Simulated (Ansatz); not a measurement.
A: BaTiO₃ (cubic perovskite), a = 3.9940 Å, b = 3.9940 Å, c = 3.9940 Å, α = 90.00°, β = 90.00°, γ = 90.00°
B: NaF (rock salt), a = b = c = 4.595 Å, α = β = γ = 90.00°
C: CaF2 (fluorite), a = b = c = 5.4392 Å, α = β = γ = 90.00°

Scan: energy over volume and axial ratio (atoms clamped). One method and one kind of scan serve all of them; meshes and ranges differ. All were relaxed with their symmetry unable to fall. BaTiO3 is run without spin polarisation. This is a high-temperature form of BaTiO3.

Problem. Put the candidates in order of shear modulus C′ = (C11 − C12)/2 (fitted), lowest first, for r2SCAN (plane waves to 500 eV, PAW, scalar-relativistic; Ansatz, a first-principles code).

Solution. B (48 GPa), C (61 GPa), A (101 GPa)

(A scan under strain: stresses follow from slopes of the energy per volume, elastic moduli from its curvatures.)
